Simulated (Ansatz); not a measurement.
Starting cell, TiC (rock salt):

```yaml
crystal:
  lattice:
    - [0.00000, 4.32781, 4.32781]
    - [2.16390, 0.00000, 2.16390]
    - [2.16390, 2.16390, 0.00000]
  atoms:
    - { symbol: C, position: [0.00000, 0.00000, 0.00000] }
    - { symbol: C, position: [0.50000, 0.00000, 0.00000] }
    - { symbol: Ti, position: [0.25000, 0.50000, 0.50000] }
    - { symbol: Ti, position: [0.75000, 0.50000, 0.50000] }
```

The atoms are displaced by Q × the pattern below (from a DFPT mode at L = (0.5, 0.0, 0.0), largest move 1; Q in Å), at fixed cell. (q is in reciprocal vectors of the primitive cell; the cell shown is doubled to hold the pattern.)

```json
[
 {"atom": "C1", "x": "0.577", "y": "-0.577", "z": "-0.577"},
 {"atom": "C2", "x": "-0.577", "y": "0.577", "z": "0.577"}
]
```

Atoms not listed stay in place.

All values below come from r2SCAN (plane waves to 500 eV, PAW, scalar-relativistic; Ansatz, an electronic-structure program). k mesh 9×18×18 (Γ-centred), Fermi-Dirac smearing 0.05 eV. The energy includes the smearing's −TS. With partly filled bands, energies and forces of such displacements shift with the k mesh and the smearing. TiC is run without spin polarisation. TiC was relaxed with its symmetry unable to fall. ΔE is measured from the undisplaced structure. The last digit holds for this mesh only.

```json
[
 {"Q (Å)": "-0.2800", "ΔE (meV/cell)": "1847.9"},
 {"Q (Å)": "-0.2333", "ΔE (meV/cell)": "withheld"},
 {"Q (Å)": "-0.1867", "ΔE (meV/cell)": "836.7"},
 {"Q (Å)": "-0.1400", "ΔE (meV/cell)": "473.5"},
 {"Q (Å)": "-0.0933", "ΔE (meV/cell)": "211.3"},
 {"Q (Å)": "-0.0467", "ΔE (meV/cell)": "53.0"},
 {"Q (Å)": "0.0000", "ΔE (meV/cell)": "0.0"},
 {"Q (Å)": "0.0467", "ΔE (meV/cell)": "53.0"},
 {"Q (Å)": "0.0933", "ΔE (meV/cell)": "211.3"},
 {"Q (Å)": "0.1400", "ΔE (meV/cell)": "473.5"},
 {"Q (Å)": "0.1867", "ΔE (meV/cell)": "836.7"},
 {"Q (Å)": "0.2333", "ΔE (meV/cell)": "withheld"},
 {"Q (Å)": "0.2800", "ΔE (meV/cell)": "1847.9"}
]
```

Task: Fit an even polynomial form (powers 2, 4) to the given rows and predict ΔE at Q = -0.2333.

Result: Least squares on the 11 given rows: ΔE = (24350)·Q² + (-9985)·Q⁴, in meV/cell with Q in Å; root-mean-square residual 0.12 meV/cell. At -0.2333 the fit gives 1295.8 meV/cell; the calculation gives 1296.8 meV/cell, so the interpolation is off by -1.0 (-0.1 %). The quadratic term alone would give 1325.3 meV/cell.

(For displaced atoms, the force is minus the slope of the energy, and its curvature is a force constant, which sets phonon frequencies.)
